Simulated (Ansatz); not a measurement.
A scan (energy against volume; even scaling of the relaxed cell, symmetry kept) gave these values. Calculation: PBE (plane waves to 420 eV, PAW, scalar-relativistic; Ansatz, an electronic-structure program).

| Property | Value |
|---|---|
| Bulk modulus B₀ (third-order Birch-Murnaghan fit) | 56.6 GPa |
| Pressure derivative B₀′ (fit) | 4.5 |
| Equilibrium volume of the fit | 23.55 Å³/atom |

Of these crystals, all scanned alike, which one is it?
(A) CdSe (zinc blende)
(B) Nb (bcc, W type)
(C) ZnSe (zinc blende)

C, ZnSe (zinc blende). The others have, for the bulk modulus: CdSe 44.7 GPa, Nb 170 GPa

All were relaxed with their symmetry unable to fall. Nb is run without spin polarisation. The PAW data are Ansatz's earlier set.

(Under strain, the slope of the energy per volume gives the stress and its curvature an elastic modulus.)
